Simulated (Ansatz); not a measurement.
Pd:
Space group Fd-3m, origin choice 1 (No. 227); a = 5.6839 Å, b = 5.6839 Å, c = 5.6839 Å, α = 90.00°, β = 90.00°, γ = 90.00°

```csv
atom,site,symmetry,x,y,z
Pd,8b,-43m,0.5000,0.5000,0.5000
```
(The calculation used a cell of 2 atoms; values per cell refer to that cell.)

This is the PBEsol-relaxed structure.

Problem. All from plane-wave PAW PBEsol (Ansatz code), unless another level is named. Estimate the highest zone-centre frequency.

Solution. 210 cm⁻¹.

Problem. Give the bulk modulus (Birch–Murnaghan fit).

Solution. 83.9 GPa.

The start of the workflow was typed in or built on a structure type; neither database checked (COD, Materials Project) lists it. It is not the phase usual at ambient conditions (space group No. 225). Symmetry was held in the PBEsol relaxation. At this level the phase is mechanically unstable. The run is not spin-polarised. As this level gives no gap, phonon frequencies hold no LO–TO term and depend on the k-mesh and smearing (Fermi–Dirac, 0.1 eV here).

Potentials: the earlier of the program's two PAW sets. The files were generated under PBE; for other functionals the program regenerates the frozen cores, and for LDA and PBEsol the local potential too.
